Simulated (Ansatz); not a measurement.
Values for one crystal, relaxed and computed with the program Ansatz at the r²SCAN level (PAW); other levels are named.

| Item | Value |
|---|---|
| Volume per atom | 20.40 Å³ |
| Band gap | 1.23 eV (indirect) |
| Valence-band maximum | off the standard path, at k = (0.000, 0.182, 0.190) |
| Smallest direct gap on the standard path | 1.38 eV |
| Conduction-band minimum | off the standard path, at k = (0.000, 0.266, 0.315) |
| Formation energy from the elements (no fitted shifts) | -0.45 eV/atom |

Problem. Which compound is it?
A. PtS2, CdI2 type
B. MgH2, rutile
C. MgS, wurtzite
D. BaZrO3, cubic perovskite

Solution. A, PtS2, CdI2 type

Space group P-3m1 (CdI2 type). The cell was relaxed with r²SCAN under the symmetry of its start. The run is not spin-polarised. A crystal of weakly bound layers computed without a dispersion correction: the cell and the soft elastic constants depend strongly on that. The references are the lowest solids computed at this level, not always the standard phases. Scalar-relativistic: spin–orbit coupling is off unless named, which matters more the heavier the elements.

Potentials: the later of the program's two PAW sets.
